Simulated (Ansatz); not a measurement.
VSi₂:
```cif
data_Si6V3
_chemical_formula_sum 'V3 Si6'
_space_group_name_H-M_alt 'P 1'
_space_group_IT_number 1
_cell_length_a 4.52905
_cell_length_b 4.52905
_cell_length_c 6.33057
_cell_angle_alpha 90.000
_cell_angle_beta 90.000
_cell_angle_gamma 120.000
loop_
_space_group_symop_operation_xyz
  'x, y, z'
loop_
_atom_site_label
_atom_site_type_symbol
_atom_site_fract_x
_atom_site_fract_y
_atom_site_fract_z
_atom_site_occupancy
V1 V 0.50000 0.00000 0.00000 1
V2 V 0.50000 0.50000 0.33333 1
V3 V 0.00000 0.50000 0.66667 1
Si1 Si 0.16286 0.32571 0.00000 1
Si2 Si 0.83714 0.16286 0.33333 1
Si3 Si 0.67429 0.83714 0.66667 1
Si4 Si 0.83714 0.67429 0.00000 1
Si5 Si 0.16286 0.83714 0.33333 1
Si6 Si 0.32571 0.16286 0.66667 1
```
Starting moments (μB, in the order of the atoms V V V Si Si Si Si Si Si): 0.3 0.3 0.3 0.0 0.0 0.0 0.0 0.0 0.0.

Relaxed with r²SCAN.

Which orbitals make up the states near the Fermi level in the program Ansatz at the r²SCAN level (PAW)?

Within 0.5 eV of the Fermi level: V 3d 82 %, Si 3p 11 %. Projections are on Löwdin-orthogonalised atomic valence shells; empty p or d shells of many metals are not among them.

Tabulate the density of states.

States/eV per cell of 9 atoms, in 0.25 eV bins, energy from the Fermi level.

| E (eV) | total | V 3d | Si 3p | Si 3s |
|---|---|---|---|---|
| -7.85 | 1.85 | 0.22 | 0.76 | 0.76 |
| -7.60 | 2.38 | 0.32 | 0.88 | 1.05 |
| -7.35 | 2.65 | 0.30 | 1.09 | 1.10 |
| -7.10 | 2.03 | 0.27 | 0.87 | 0.77 |
| -6.85 | 1.71 | 0.25 | 0.83 | 0.54 |
| -6.60 | 1.77 | 0.24 | 1.02 | 0.40 |
| -6.35 | 1.89 | 0.24 | 1.23 | 0.29 |
| -6.10 | 2.85 | 0.37 | 2.01 | 0.30 |
| -5.85 | 3.13 | 0.45 | 2.15 | 0.36 |
| -5.60 | 2.87 | 0.46 | 1.88 | 0.38 |
| -5.35 | 3.57 | 0.63 | 2.29 | 0.48 |
| -5.10 | 2.66 | 0.48 | 1.67 | 0.36 |
| -4.85 | 2.48 | 0.45 | 1.58 | 0.30 |
| -4.60 | 3.01 | 0.62 | 1.88 | 0.35 |
| -4.35 | 3.29 | 0.71 | 2.04 | 0.37 |
| -4.10 | 2.07 | 0.43 | 1.23 | 0.28 |
| -3.85 | 2.58 | 0.58 | 1.46 | 0.34 |
| -3.60 | 2.94 | 0.73 | 1.58 | 0.42 |
| -3.35 | 3.61 | 1.07 | 1.74 | 0.56 |
| -3.10 | 4.65 | 1.37 | 2.45 | 0.54 |
| -2.85 | 5.33 | 1.92 | 2.59 | 0.51 |
| -2.60 | 6.09 | 2.36 | 2.98 | 0.41 |
| -2.35 | 7.09 | 2.96 | 3.39 | 0.37 |
| -2.10 | 8.84 | 4.41 | 3.67 | 0.32 |
| -1.85 | 10.30 | 6.08 | 3.47 | 0.28 |
| -1.60 | 7.51 | 4.81 | 2.17 | 0.22 |
| -1.35 | 4.92 | 3.24 | 1.29 | 0.18 |
| -1.10 | 4.26 | 2.92 | 0.98 | 0.16 |
| -0.85 | 3.85 | 2.81 | 0.75 | 0.12 |
| -0.60 | 2.90 | 2.22 | 0.48 | 0.08 |
| -0.35 | 2.60 | 2.07 | 0.36 | 0.06 |
| -0.10 | 4.19 | 3.41 | 0.51 | 0.07 |
| 0.15 | 4.57 | 3.78 | 0.50 | 0.07 |
| 0.40 | 3.42 | 2.92 | 0.28 | 0.05 |
| 0.65 | 2.38 | 2.05 | 0.16 | 0.04 |
| 0.90 | 1.13 | 0.98 | 0.07 | 0.02 |
| 1.15 | 0.29 | 0.22 | 0.05 | 0.00 |
| 1.40 | 4.02 | 3.19 | 0.52 | 0.18 |
| 1.65 | 8.62 | 6.64 | 1.23 | 0.47 |
| 1.90 | 6.55 | 4.82 | 1.14 | 0.36 |
| 2.15 | 7.67 | 5.18 | 1.41 | 0.68 |
| 2.40 | 8.40 | 5.42 | 1.57 | 0.90 |
| 2.65 | 7.78 | 4.52 | 1.50 | 1.00 |
| 2.90 | 5.16 | 2.75 | 1.08 | 0.68 |
| 3.15 | 5.28 | 2.27 | 1.30 | 0.62 |
| 3.40 | 6.85 | 2.76 | 1.64 | 1.14 |
| 3.65 | 7.37 | 2.70 | 1.98 | 1.34 |
| 3.90 | 6.14 | 2.03 | 1.94 | 1.01 |
| 4.15 | 5.59 | 1.66 | 1.94 | 0.92 |
| 4.40 | 5.78 | 1.56 | 2.12 | 0.90 |

Space group P6_222. Symmetry was held in the r²SCAN relaxation. Magnetic state: ferromagnetic, the only order run, not a proven ground state. Other orbital occupations within this spin state were not tried.

Potentials: the later of the program's two PAW sets.
